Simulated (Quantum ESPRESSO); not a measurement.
## MgAlZnFO3 (input and log of a self-consistent run)

Computed values, not a measurement. The program is pw.x of Quantum ESPRESSO 7.5 (plane-wave density functional theory). The cell is made up: 7 atoms on a zincblende/diamond lattice with one site empty, with randomly drawn elements, strain and displacements, not relaxed. PseudoDojo standard norm-conserving files (v0.5 for PBE, v0.4.1 for LDA and PBEsol) set the functional; there is no spin polarisation, spin-orbit coupling or dispersion term, and the masses in the input are unused placeholders. A spin-polarised start on this cell or one of its family kept no moment.

Input:

```
&control calculation='scf', pseudo_dir='./dojo.nc.sr.pbe.v0_5.standard.upf', outdir='./o', disk_io='medium', tprnfor=.true., tstress=.true. /
&system ibrav=0, nat=7, ntyp=5, nbnd=35, ecutwfc=84.00895049, nosym=.true., tot_charge=0,
 occupations='smearing', smearing='fd', degauss=0.0018374661
/
&electrons conv_thr=7.350e-09, electron_maxstep=60, /
ATOMIC_SPECIES
Al 1.0 Al.upf
F 1.0 F.upf
Mg 1.0 Mg.upf
O 1.0 O.upf
Zn 1.0 Zn.upf
CELL_PARAMETERS angstrom
4.4364 0.0 0.0
0.0 4.4364 0.0
0.0 0.0 4.4364
ATOMIC_POSITIONS angstrom
Mg -0.0518 -0.0356 0.0532
Al 2.0787 -0.0488 2.2937
Zn 2.2317 2.2103 -0.2018
F 1.1711 1.0058 1.2148
O 1.1808 3.4574 3.3627
O 3.2198 1.1284 3.3111
O 3.313 3.4364 1.1711
K_POINTS automatic
4 4 4 1 1 1
```

The log is shortened where brackets say so; the opening notice, blank lines, dates and the lines on written files are dropped, and the path of the files is cut. It prints rydbergs, bohrs and kilobars, and counts compression as positive stress. With no partly filled state, the Fermi energy that it prints is only some level between the filled and the empty states on the mesh, and need not lie in the true gap.

```
     Program PWSCF v.7.5
     Parallel version (MPI & OpenMP), running on       1 processor cores
     Number of MPI processes:                 1
     Threads/MPI process:                     1
     [start-up lines left out]
     bravais-lattice index     =            0
     lattice parameter (alat)  =       8.3836  a.u.
     unit-cell volume          =     589.2352 (a.u.)^3
     number of atoms/cell      =            7
     number of atomic types    =            5
     number of electrons       =        58.00
     number of Kohn-Sham states=           35
     kinetic-energy cutoff     =      84.0090  Ry
     charge density cutoff     =     336.0358  Ry
     scf convergence threshold =      7.3E-09
     mixing beta               =       0.7000
     number of iterations used =            8  plain     mixing
     Exchange-correlation= PBE
                           (   1   4   3   4   0   0   0)
     [axes and pseudopotential details left out]
   Cartesian axes
     site n.     atom                  positions (alat units)
         1        Mg     tau(   1) = (  -0.0116761  -0.0080245   0.0119917  )
         2        Al     tau(   2) = (   0.4685556  -0.0109999   0.5170183  )
         3        Zn     tau(   3) = (   0.5030430   0.4982193  -0.0454873  )
         4        F      tau(   4) = (   0.2639753   0.2267154   0.2738256  )
         5        O      tau(   5) = (   0.2661618   0.7793256   0.7579794  )
         6        O      tau(   6) = (   0.7257686   0.2543504   0.7463484  )
         7        O      tau(   7) = (   0.7467767   0.7745920   0.2639753  )
     number of k points=    32  Fermi-Dirac smearing, width (Ry)=  0.0018
                       cart. coord. in units 2pi/alat
        k(    1) = (   0.1250000   0.1250000   0.1250000), wk =   0.0625000
        k(    2) = (   0.1250000   0.1250000   0.3750000), wk =   0.0625000
     [further k points left out]
     Dense  grid:    61445 G-vectors     FFT dimensions: (  50,  50,  50)
     Estimated max dynamical RAM per process >      80.95 MB
     Initial potential from superposition of free atoms
     starting charge      57.9966, renormalised to      58.0000
     Starting wfcs are   35 randomized atomic wfcs
     total cpu time spent up to now is        6.1 secs
     per-process dynamical memory:    50.0 Mb
     Self-consistent Calculation
     iteration #  1     ecut=    84.01 Ry     beta= 0.70
     Davidson diagonalization with overlap
     ethr =  1.00E-02,  avg # of iterations =  4.9
     total cpu time spent up to now is       19.3 secs
     total energy              =    -689.68305896 Ry
     estimated scf accuracy    <       1.84174188 Ry
     iteration #  2     ecut=    84.01 Ry     beta= 0.70
     Davidson diagonalization with overlap
     ethr =  3.18E-03,  avg # of iterations =  2.2
     total cpu time spent up to now is       29.2 secs
     total energy              =    -690.04828077 Ry
     estimated scf accuracy    <       2.41733915 Ry
     iteration #  3     ecut=    84.01 Ry     beta= 0.70
     Davidson diagonalization with overlap
     ethr =  3.18E-03,  avg # of iterations =  2.0
     total cpu time spent up to now is       41.8 secs
     total energy              =    -690.51543005 Ry
     estimated scf accuracy    <       0.05608443 Ry
     iteration #  4     ecut=    84.01 Ry     beta= 0.70
     Davidson diagonalization with overlap
     ethr =  9.67E-05,  avg # of iterations =  3.5
     total cpu time spent up to now is       52.6 secs
     total energy              =    -690.52835528 Ry
     estimated scf accuracy    <       0.00875702 Ry
     iteration #  5     ecut=    84.01 Ry     beta= 0.70
     Davidson diagonalization with overlap
     ethr =  1.51E-05,  avg # of iterations =  4.8
     total cpu time spent up to now is       62.7 secs
     total energy              =    -690.52920978 Ry
     estimated scf accuracy    <       0.00182033 Ry
     iteration #  6     ecut=    84.01 Ry     beta= 0.70
     Davidson diagonalization with overlap
     ethr =  3.14E-06,  avg # of iterations =  3.3
     total cpu time spent up to now is       72.2 secs
     total energy              =    -690.52956833 Ry
     estimated scf accuracy    <       0.00015212 Ry
     iteration #  7     ecut=    84.01 Ry     beta= 0.70
     Davidson diagonalization with overlap
     ethr =  2.62E-07,  avg # of iterations =  2.2
     total cpu time spent up to now is       85.1 secs
     total energy              =    -690.52959014 Ry
     estimated scf accuracy    <       0.00001210 Ry
     iteration #  8     ecut=    84.01 Ry     beta= 0.70
     Davidson diagonalization with overlap
     ethr =  2.09E-08,  avg # of iterations =  2.0
     total cpu time spent up to now is       97.6 secs
     total energy              =    -690.52959294 Ry
     estimated scf accuracy    <       0.00000440 Ry
     iteration #  9     ecut=    84.01 Ry     beta= 0.70
     Davidson diagonalization with overlap
     ethr =  7.58E-09,  avg # of iterations =  2.0
     total cpu time spent up to now is      112.3 secs
     total energy              =    -690.52959387 Ry
     estimated scf accuracy    <       0.00000045 Ry
     iteration # 10     ecut=    84.01 Ry     beta= 0.70
     Davidson diagonalization with overlap
     ethr =  7.83E-10,  avg # of iterations =  2.0
     total cpu time spent up to now is      126.1 secs
     total energy              =    -690.52959395 Ry
     estimated scf accuracy    <       0.00000004 Ry
     iteration # 11     ecut=    84.01 Ry     beta= 0.70
     Davidson diagonalization with overlap
     ethr =  7.46E-11,  avg # of iterations =  2.0
     total cpu time spent up to now is      137.2 secs
     End of self-consistent calculation
          k = 0.1250 0.1250 0.1250 (  7661 PWs)   bands (ev):
  -118.1844 -72.4554 -72.3570 -72.3395 -67.5492 -34.4287 -34.3501 -34.3081
   -19.1554 -12.1123 -11.2119 -10.3279  -1.9427  -1.0366  -0.5092  -0.2790
     0.0885   0.3928   0.5445   0.7443   1.9370   2.2356   2.7887   3.3028
     3.6747   4.1643   4.3980   4.5236   5.2238   8.4223  11.3314  11.7099
    12.4053  15.0240  16.3547
     [levels at the other k points left out]
     the Fermi energy is     6.2214 ev
!    total energy              =    -690.52959396 Ry
     estimated scf accuracy    <          2.8E-09 Ry
     smearing contrib. (-TS)   =      -0.00000000 Ry
     internal energy E=F+TS    =    -690.52959396 Ry
     The total energy is F=E-TS. E is the sum of the following terms:
     one-electron contribution =    -541.36148775 Ry
     hartree contribution      =     289.05369841 Ry
     xc contribution           =     -99.65075460 Ry
     ewald contribution        =    -338.57105002 Ry
     convergence has been achieved in  11 iterations
     Forces acting on atoms (cartesian axes, Ry/au):
     atom    1 type  3   force =    -0.01888390    0.02850852   -0.04452789
     atom    2 type  1   force =     0.17503361    0.01166269   -0.03125946
     atom    3 type  5   force =     0.00614091    0.08665098    0.07847780
     atom    4 type  2   force =    -0.01412779   -0.00515313    0.00750087
     atom    5 type  4   force =    -0.05224061    0.01024749    0.01110225
     atom    6 type  4   force =     0.02122409   -0.13889652   -0.07576541
     atom    7 type  4   force =    -0.11714632    0.00697997    0.05447184
     Total force =     0.306707     Total SCF correction =     0.000147
     Computing stress (Cartesian axis) and pressure
          total   stress  (Ry/bohr**3)                   (kbar)     P=       63.32
   0.00038455  -0.00013086  -0.00030749           56.57      -19.25      -45.23
  -0.00013086   0.00051091  -0.00044501          -19.25       75.16      -65.46
  -0.00030749  -0.00044501   0.00039592          -45.23      -65.46       58.24
     init_run     :      5.14s CPU      6.03s WALL (       1 calls)
     electrons    :    120.17s CPU    131.07s WALL (       1 calls)
     forces       :      1.78s CPU      1.83s WALL (       1 calls)
     stress       :      6.04s CPU      6.09s WALL (       1 calls)
     [timing details left out]
     PWSCF        :   2m13.33s CPU   2m25.54s WALL
     JOB DONE.
```

In other units: free energy -9395.134 eV for the cell, pressure 6.33 GPa, largest force component 4.500 eV/Å. A rerun of a related cell, with the same atoms placed differently, at 1437 eV and a 6 x 6 x 6 mesh moved values by no more than 0.003 eV in energy, 0.03 GPa in stress and 0.002 eV/Å in force.